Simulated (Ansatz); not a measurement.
**Lu (P6_3/mmc): elasticity against pressure**

```
CELL_PARAMETERS angstrom
3.44345 0.00000 0.00000
-1.72172 2.98211 0.00000
0.00000 0.00000 5.36786
ATOMIC_POSITIONS crystal
Lu 0.33333 0.66667 0.25000
Lu 0.66667 0.33333 0.75000
```

This is the zero-pressure cell. At each pressure cell and atoms are relaxed in this structure, and the constants are slopes of the stress at strains of ±0.005 with relaxed ions (the coefficients that govern stability under load). Level: PBEsol, PAW on Ansatz 0.2.0's default frozen-core files (fitted under PBE), scalar-relativistic; k mesh 16×16×10, strains of ±0.005, Fermi-Dirac smearing of 0.100 eV, cutoff 420 eV. P is the pressure of the relaxed cell, less that of this one.

| P (GPa) | V/V₀ | C11 (GPa) | C12 (GPa) | C13 (GPa) | C33 (GPa) | C44 (GPa) |
| --- | --- | --- | --- | --- | --- | --- |
| 0.00 | 1.0000 | 97.2 | 28.7 | 23.5 | 99.1 | 33.6 |
| 1.00 | 0.9805 | 102.0 | 30.9 | 26.1 | 104.6 | 34.7 |
| 1.98 | ? | ? | ? | ? | ? | ? |
| 4.00 | 0.9307 | 114.4 | 36.8 | 34.0 | 120.2 | 37.5 |
| 6.98 | 0.8897 | 123.9 | 42.1 | 42.1 | 134.7 | 39.3 |
| 9.99 | 0.8544 | 131.6 | 47.1 | 50.1 | 148.4 | 40.4 |
| 15.01 | 0.8050 | 145.2 | 56.1 | 63.4 | 169.4 | 40.4 |

**Question.** Does the bulk modulus from the constants agree with the pressure-volume curve?

**Answer.** A third-order Birch-Murnaghan fit to the volumes shown (F against f, f = [(V₀/V)^(2/3) − 1]/2) gives B₀ = 49.6 GPa and B′ = 3.2. Its −V dP/dV stands beside the Reuss value 1/ΣS_ij (i, j ≤ 3):

```csv
P (GPa),from P(V),from the constants
0.00,49.6,49.4
1.00,52.8,52.7
4.00,61.8,62.1
6.98,70.3,70.5
9.99,78.6,78.1
15.01,91.8,91.0
```

**Question.** What are the pressure derivatives at zero pressure?

**Answer.** Slopes at V₀ of quadratic fits in −ln(V/V₀) through the first four rows shown, divided by B₀: dC11/dP = 5.2, dC12/dP = 2.2, dC13/dP = 2.6, dC33/dP = 5.6, dC44/dP = 1.3. The mean slopes up to 4.0 GPa are 4.3, 2.0, 2.6, 5.3, 1.0; curvature and scatter of the constants part the two.

**Question.** Fill the row at 1.98 GPa.

**Answer.** Cubic fits in −ln(V/V₀) through all rows shown give C11 = 106.7, C12 = 33.0, C13 = 28.7, C33 = 109.8, C44 = 35.7 GPa. Computed: V/V₀ = 0.9631, C11 (GPa) = 106.4, C12 (GPa) = 32.9, C13 (GPa) = 28.6, C33 (GPa) = 109.9, C44 (GPa) = 35.7.

**Question.** Does a shear stiffness soften?

**Answer.** C44 goes from 33.6 to 40.4 GPa; (C11 − C12)/2 goes from 34.2 to 44.5 GPa. Neither ends more than 3 % under its start, and the lattice stays mechanically stable over this range.

Keep in mind: no other phase was computed; many crystals of this kind change structure within this range, and rows or crossings beyond such a change describe a metastable lattice; frozen-core PAW files fitted under PBE, their cores solved anew for the functional of the run; responses of metals move with mesh and smearing; elastic stability says nothing of phonons or of other phases; phonons weren't checked at these pressures.
